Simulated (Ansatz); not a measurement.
## ScAl: opening a crack plane

ScAl, Cmcm, a = 3.368 Å, b = 11.037 Å, c = 4.341 Å. The structure is a Materials Project entry; whether it is the stable form wasn't checked. Ansatz: r2SCAN, PAW, 500 eV, Γ-centred 14×11×5 mesh on 8 atoms, Gaussian smearing 0.15 eV; no spin polarisation. One cut on (0-10) per cell of 8 atoms is opened rigidly by x, between planes of Sc and Sc that stand 1.98 Å apart; y is the energy per area (14.619 Å², 1 eV/Å² = 16.02 J/m²).

| x (Å) | y (J/m²) |
| --- | --- |
| 0.00 | 0.000 |
| 0.25 | 0.135 |
| 0.50 | ? |
| 0.75 | 0.733 |
| 1.00 | 1.032 |
| 1.50 | 1.534 |
| 2.00 | 1.891 |
| 3.00 | 2.273 |
| 4.50 | 2.458 |
| 6.00 | 2.495 |

Q: Fit the universal binding curve y = W[1 − (1 + x/l) e^(−x/l)] to the other rows, give the peak stress, and predict the missing value.

A: Least squares gives W = 2.48 J/m² and l = 0.712 Å. The stress dy/dx peaks at x = l with W/(e l) = 12.8 GPa, for rigid faces. At x = 0.50: x/l = 0.702, y = 0.388 J/m². The run gave 0.419 J/m², so the fit is 0.031 J/m² too low, within twice the rms miss on the fitted rows (0.018 J/m²).

Cost: 12 runs of about 7.7 core-minutes in all, on AMD EPYC 9R45 (Zen 5) (shared hosts).